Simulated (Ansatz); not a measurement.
Frames from the relaxation of a generated trial cell of Pt in the AFLOW prototype A_cI16_220_c (as in Li), as extended XYZ (Å, eV, eV/Å, GPa with compression positive). All values below come from PBEsol (plane waves to 420 eV, PAW, scalar-relativistic; Ansatz, a first-principles code). Γ-centred k-mesh 8×8×8 on the run's cell (coarser than for final values), Fermi–Dirac smearing 0.05 eV.

```xyz
8
Lattice="-3.1113 3.1113 3.1113 3.1113 -3.1113 3.1113 3.1113 3.1113 -3.1113" Properties=species:S:1:pos:R:3:forces:R:3 pbc="T T T" step=1 free_energy=-99081.323 pressure=12.1 accepted=T
Pt     1.2507     1.2507     1.2507    0.5117    0.5117    0.5117
Pt    -1.2507     1.8606     1.2507   -0.5117   -0.5117    0.5117
Pt     1.8606     1.2507    -1.2507   -0.5117    0.5117   -0.5117
Pt     1.2507    -1.2507     1.8606    0.5117   -0.5117   -0.5117
Pt     2.8064     2.8064     2.8064    0.5117    0.5117    0.5117
Pt     0.3049     3.4162    -0.3049   -0.5117   -0.5117    0.5117
Pt     3.4162    -0.3049     0.3049   -0.5117    0.5117   -0.5117
Pt    -0.3049     0.3049     3.4162    0.5117   -0.5117   -0.5117
8
Lattice="-3.1189 3.1189 3.1189 3.1189 -3.1189 3.1189 3.1189 3.1189 -3.1189" Properties=species:S:1:pos:R:3:forces:R:3 pbc="T T T" step=4 free_energy=-99082.065 pressure=2.9 accepted=T
Pt     1.3616     1.3616     1.3616    0.1256    0.1256    0.1256
Pt    -1.3616     1.7573     1.3616   -0.1256   -0.1256    0.1256
Pt     1.7573     1.3616    -1.3616   -0.1256    0.1256   -0.1256
Pt     1.3616    -1.3616     1.7573    0.1256   -0.1256   -0.1256
Pt     2.9210     2.9210     2.9210    0.1256    0.1256    0.1256
Pt     0.1979     3.3167    -0.1979   -0.1256   -0.1256    0.1256
Pt     3.3167    -0.1979     0.1979   -0.1256    0.1256   -0.1256
Pt    -0.1979     0.1979     3.3167    0.1256   -0.1256   -0.1256
8
Lattice="-3.1150 3.1150 3.1150 3.1150 -3.1150 3.1150 3.1150 3.1150 -3.1150" Properties=species:S:1:pos:R:3:forces:R:3 pbc="T T T" step=6 free_energy=-99082.177 pressure=1.8 accepted=T
Pt     1.5136     1.5136     1.5136   -0.0565   -0.0565   -0.0565
Pt    -1.5136     1.6015     1.5136    0.0565    0.0565   -0.0565
Pt     1.6015     1.5136    -1.5136    0.0565   -0.0565    0.0565
Pt     1.5136    -1.5136     1.6015   -0.0565    0.0565    0.0565
Pt     3.0711     3.0711     3.0711   -0.0565   -0.0565   -0.0565
Pt     0.0440     3.1590    -0.0440    0.0565    0.0565   -0.0565
Pt     3.1590    -0.0440     0.0440    0.0565   -0.0565    0.0565
Pt    -0.0440     0.0440     3.1590   -0.0565    0.0565    0.0565
```

The path has 10 moves and ends in I-43d (No. 220) (AFLOW prototype A_cI16_220_c (as in Li)), 0.11 eV/atom below its start. Free energies are of the whole cell and compare only within this code, potentials and settings.  No spin polarisation in the result.

The run could not lower the symmetry of its start; a shaken copy of this end point relaxes with PBEsol to I4/mmm (No. 139), 0.10 eV/atom lower.

The end of the path is a generated cell of Pt: the first start was made by placing the elements on the sites of a structure type, and the end was not matched to a known phase here, so it may be hypothetical. Known forms of Pt include space group No. 225.
